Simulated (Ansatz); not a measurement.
## What holds solid C2H4O together

Method: DFT PBE+D3(BJ), scalar-relativistic, plane waves, PAW (Ansatz).

Cutoff 420 eV; k points 6×4×4 on the computed 28-atom cell (Γ-centred); Gaussian smearing, width 0.02 eV; no spin polarisation.

Relaxed primitive cell: a = 4.67 Å, b = 8.37 Å, c = 7.38 Å, α = 90.00°, β = 118.27°, γ = 90.00°.

The relaxed cell holds 4 C2H4O at 63.5 Å³ each. Per molecule the crystal lies 0.3753 eV below the molecule frozen in its crystal shape, and that shape lies 0.0033 eV above the relaxed free molecule.

Problem. Put the lattice energy together, estimate the enthalpy of sublimation and the cohesive energy density, and say what binds the crystal.

Solution. E_latt = −0.3753 + 0.0033 = -0.3720 eV = -35.9 kJ/mol: the molecule pays 0.9 % of its binding as strain. For rigid molecules with classical lattice modes the gas has 3 RT of translation and rotation plus RT of pV, the crystal 6 RT in its lattice modes, so ΔH_sub ≈ −E_latt − 2RT = 35.9 − 5.0 = 30.9 kJ/mol at 298 K (a solid that melts lower is measured colder, with a smaller RT term). The cohesive energy density is −E_latt per molar volume, 35.9 kJ/mol / 38.2 cm³/mol = 939 MPa, and its root, 31 MPa^½, is the solid's counterpart of a solubility parameter (the liquid's is smaller). The D3 term adds -0.268 eV between molecules, 71 % of the binding at this geometry. The share depends on the functional that the correction is paired with. The Kohn–Sham gap is 5.71 eV in the free molecule, 5.70 eV in the molecule frozen in its crystal shape and 5.46 eV on the crystal's mesh. From the frozen molecule to the crystal it shows a narrowing, by band width and the neighbours' field; the polarisation that lowers true ionisation gaps in solids isn't in these levels.

Quantum lattice modes, thermal expansion and changes of the internal vibrations are left out, each worth up to a few kJ/mol.

Cost: 3 runs of about 7.2 core-minutes in all, on Arm Neoverse V1 (shared hosts).